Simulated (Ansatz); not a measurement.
Interlayer sliding in a free bilayer taken from bulk WSe2 (2H-MoS2 type, space group P6_3/mmc): the upper half of the atoms below is shifted in the plane.

```yaml
crystal:
  lattice:
    - [3.23045, 0.00000, 0.00000]
    - [1.61522, 2.79765, 0.00000]
    - [0.00000, 0.00000, 24.56755]
  atoms:
    - { symbol: Se, position: [0.33333, 0.33333, 0.30491] }
    - { symbol: W, position: [0.66667, 0.66667, 0.37340] }
    - { symbol: Se, position: [0.33333, 0.33333, 0.44191] }
    - { symbol: Se, position: [0.66667, 0.66667, 0.55809] }
    - { symbol: W, position: [0.33333, 0.33333, 0.62660] }
    - { symbol: Se, position: [0.66667, 0.66667, 0.69509] }
```

In-plane vectors a = (3.230, 0.000) Å, b = (1.615, 2.798) Å, area 9.04 Å². The shift is s times the vector a (length 3.230 Å), so s = 1 restores the start. Atoms relax along the normal only. γ = [E(shift) − E(0)] / area.

Level of theory: PBEsol-D3(BJ) (plane waves to 420 eV, PAW, scalar-relativistic; Ansatz, a quantum-chemistry and plane-wave program). k mesh 12×12×1 (Γ-centred), Fermi-Dirac smearing 0.05 eV. E is the zero-smearing estimate. Spin-orbit coupling is left out, though W is heavy. The PAW data are Ansatz's earlier set. WSe2 is run without spin polarisation. WSe2 was relaxed with its symmetry unable to fall. The zero of γ is zero shift.

```tsv
s	γ (mJ/m²)
0.000	0
0.083	22
0.167	75
0.250	134
0.333	withheld
0.417	209
0.500	219
0.583	209
0.667	withheld
0.750	134
0.833	75
0.917	22
```

### Question
Fit a Fourier form (three harmonics of 1 − cos and sin) to the given rows and predict γ at s = 0.667.

### Answer
Least squares on the 10 given rows: γ = (108.1)·[1 − cos(2πs)] + (12.2)·[1 − cos(4πs)] + (1.3)·[1 − cos(6πs)], in mJ/m²; root-mean-square residual 0.1 mJ/m². At 0.667 the fit gives 180 mJ/m²; the calculation gives 181 mJ/m², so the interpolation is off by -1 (-0.6 %). 

(The slope of γ gives the shear force per area between the displaced halves; near zero shift its curvature is an elastic stiffness.)
